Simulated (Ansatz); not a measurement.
## Elastic constants of LiH: input and output

Method: DFT LDA, scalar-relativistic, plane waves, PAW in Ansatz.

Launched with:
```bash
ansatz run input.yaml --threads 1 --pin off --max-ram 3072MiB --backend cpu --events-out ev --progress --plain --runs-dir out
```

Input (bare energies are in eV):
```yaml
crystal:
  lattice:
    - [0.0, 1.9544987986, 1.9544987986]
    - [1.9544987986, 0.0, 1.9544987986]
    - [1.9544987986, 1.9544987986, 0.0]
  atoms:
    - { symbol: Li, position: [0.0, 0.0, 0.0] }
    - { symbol: H, position: [0.5, 0.5, 0.5] }
basis:
  ecutwfc: 420
kpoints:
  mp_grid: { grid: [10, 10, 10] }
hamiltonian:
  xc: lda
scf:
  occupations: { method: fixed }
output:
  forces: true
  stress: true
  eigenvalues: true
elastic:
  mode: relaxed_ion
  stencil: two_point
```

From the output:
```
--- Elastic constants: 2 strain directions × 2 members + reference (group order 48) ---
  dense FFT box of the reference and of every strained cell: 20×20×20
  strains applied: 11, 23; error gains: componentwise 1.00 (the most a stress slope's error grows in a printed constant), spectral 1.73 (1 for all six strains in a standard setting)
  C = ∂σ_k/∂η_j (tension-positive GPa; Voigt order 11 22 33 23 13 12):
       101.387     10.190     10.190      0.000     -0.000     -0.000
        10.190    101.387     10.190      0.000     -0.000      0.000
        10.190     10.190    101.387      0.000      0.000      0.000
        -0.000      0.000      0.000     51.534     -0.000     -0.000
        -0.000      0.000     -0.000      0.000     51.534      0.000
        -0.000      0.000      0.000     -0.000     -0.000     51.534
  reference stress σ⁰ (GPa):      0.001      0.001      0.001      0.000      0.000     -0.000
  C* (energy form; C + prestress term) asymmetry max|C*_kj − C*_jk| = 1.066e-14 GPa — a small one proves nothing (zero by symmetry where the batch's group is 432, −43m or m−3m); a large one is finite-difference/SCF noise where every solve ...
  moduli (Voigt/Reuss/Hill, GPa): K = 40.59/40.59/40.59   G = 49.16/48.98/49.07   E = 104.93   ν = 0.069
  mechanically stable: yes (min eigenvalue of sym C = 51.53 GPa)
  strain η (Voigt 11):  stress-route row diagonal C_11 = 101.39 GPa, energy-path curvature d²(F+E_count+ΔE)/dδ²/Ω₀ = 101.72 GPa
         δ    σ_11 (GPa) F (eV) n_scf n_hpsi n_pw
    -2.000e-3      -0.2039        -218.2144289       5    9732    303   relax 0 steps, max|allowed force component| 9.98e-31 eV/Å
     2.000e-3       0.2016        -218.2144371       4    8850    303   relax 0 steps, max|allowed force component| 2.71e-31 eV/Å
  strain η (Voigt 23):  stress-route row diagonal C_44 = 51.53 GPa, energy-path curvature d²(F+E_count+ΔE)/dδ²/Ω₀ = 52.16 GPa
         δ    σ_23 (GPa) F (eV) n_scf n_hpsi n_pw
    -2.000e-3      -0.1031        -218.2144427       4   15401    303   relax 0 steps, max|allowed force component| 2.47e-30 eV/Å
     2.000e-3       0.1031        -218.2144427       3   14783    303   relax 0 steps, max|allowed force component| 1.73e-30 eV/Å
```

Time: 2.8 s on 1 thread of Arm Neoverse V2, with other jobs on the host, peak memory 0.27 GiB.